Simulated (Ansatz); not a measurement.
Bi$_{2}$Te$_{3}$ (Bi2Te3 type, space group R-3m)

```xyz
5
Lattice="2.1578 1.2458 9.8741 -2.1578 1.2458 9.8741 0.0000 -2.4916 9.8741" Properties=species:S:1:pos:R:3 pbc="T T T"
Bi     0.0000     0.0000    11.8703
Bi     0.0000     0.0000    17.7519
Te     0.0000     0.0000     0.0000
Te     0.0000     0.0000     6.1438
Te     0.0000     0.0000    23.4784
```

In this cell atom 1 (Bi, nearest neighbour Te at 3.036 Å; its periodic images, 4.3 Å or more away, move with it) is moved by u·(1.000, 0.000, 0.000) + v·(0.000, 0.000, 1.000); the rest is frozen.

The numbers are results of PBEsol-D3(BJ) (plane waves to 420 eV, PAW, scalar-relativistic; Ansatz, an electronic-structure program), not measurements. k mesh 7×7×7 (Γ-centred), Fermi-Dirac smearing 0.05 eV. Fu and Fv are the components of the force on the atom. Bi2Te3 was relaxed with its symmetry unable to fall. Spin-orbit coupling is left out, though Bi and Te are heavy. The PAW data are Ansatz's earlier set. 

```
Fv (eV/Å)   u = -0.460  u = -0.230  u = 0.000  u = 0.230  u = 0.460
----------  ----------  ----------  ---------  ---------  ---------
v = -0.460        3.86        3.26       3.10       3.26       3.86
v = -0.230           ?           ?       1.67          ?          ?
v = 0.000        -0.41       -0.11       0.00      -0.11      -0.41
v = 0.230        -2.71       -1.98      -1.75      -1.98      -2.71
v = 0.460            ?       -3.69      -3.34      -3.69          ?
```

Task: Some entries are withheld; supply them.

Result: 
- v = -0.230, u = -0.460: 1.83
- v = -0.230, u = -0.230: 1.70
- v = -0.230, u = 0.230: 1.70
- v = -0.230, u = 0.460: 1.83
- v = 0.460, u = -0.460: -4.82
- v = 0.460, u = 0.460: -4.82

(For displaced atoms, the force is minus the slope of the energy, and its curvature is a force constant, which sets phonon frequencies.)
